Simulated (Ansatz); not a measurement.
Q: Each is relaxed and computed with plane-wave PAW PBEsol (Ansatz code). Which is the only metal?
(A) SrMg2FeH8, P-3m1 (Pearson symbol hP12)
(B) BiIrS, P2_13 (Bi on 4a, Ir on 4a, S on 4a)
(C) AlCuGeSe4, I-4 (Al on 2c, Cu on 2a, Ge on 2b, Se on 8g)
(D) FeGe, P2_13 (Ge on 4a, Fe on 4a)

A: D, FeGe, P2_13 (Ge on 4a, Fe on 4a). FeGe: metal; BiIrS: gap 0.68 eV (indirect); AlCuGeSe4: gap 0.95 eV; SrMg2FeH8: gap 1.62 eV (indirect). Spin orders computed, not proven ground states: FeGe, P2_13 (Ge on 4a, Fe on 4a) ferromagnetic. Standing as an ambient phase not checked: BiIrS, P2_13 (Bi on 4a, Ir on 4a, S on 4a); AlCuGeSe4, I-4 (Al on 2c, Cu on 2a, Ge on 2b, Se on 8g); SrMg2FeH8, P-3m1 (Pearson symbol hP12). All cells were relaxed under the symmetry of their starts (and spin orders); stability against distortions was not tested throughout. Rows with no word on spin ran without spin polarisation. Spin–orbit coupling is left out wherever it is not named.

Potentials: the later of the program's two PAW sets.
